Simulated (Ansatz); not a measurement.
Ag:
```xyz
2
Lattice="0.0000 3.0201 3.0201 3.0201 0.0000 3.0201 3.0201 3.0201 0.0000" Properties=species:S:1:pos:R:3 pbc="T T T"
Ag     0.0000     0.0000     0.0000
Ag     1.5100     1.5100     1.5100
```

Relaxed with PBEsol. Special points in fractions of this cell's reciprocal vectors: Γ (0.000, 0.000, 0.000); X (0.500, 0.000, 0.500); U (0.625, 0.250, 0.625); K (0.375, 0.375, 0.750); L (0.500, 0.500, 0.500); W (0.500, 0.250, 0.750).

### Question
List the band energies nearest the Fermi level at these points for DFT-PBEsol with spin–orbit coupling in the program Ansatz with PAW potentials.

### Answer
In eV from the Fermi level; about four levels below and three above (degenerate sets whole), none deeper than 8.9 eV; points with the same levels are listed once.

```json
[
 {"k": "Γ", "below": "-2.57 -2.57 -2.57 -2.57", "above": "8.60 8.60 9.18 9.18 9.18 9.18"},
 {"k": "X", "below": "-2.50 -2.50 -2.50 -2.50", "above": "0.13 0.13 0.13 0.13"},
 {"k": "U", "below": "-2.49 -2.49 -2.33 -2.33", "above": "0.03 0.03 0.56 0.56"},
 {"k": "L", "below": "-0.84 -0.84 -0.82 -0.82", "above": "6.22 6.22 6.59 6.59"},
 {"k": "W", "below": "-2.43 -2.43 -2.30 -2.30", "above": "0.46 0.46 0.52 0.52"}
]
```

Space group Fd-3m (diamond). The start of the workflow was typed in or built on a structure type; neither database checked (COD, Materials Project) lists it. It is not the phase usual at ambient conditions (space group No. 225). The PBEsol relaxation kept the symmetry of its start. At this level the phase is mechanically unstable. No spin polarisation was allowed.

Potentials: the later of the program's two PAW sets.
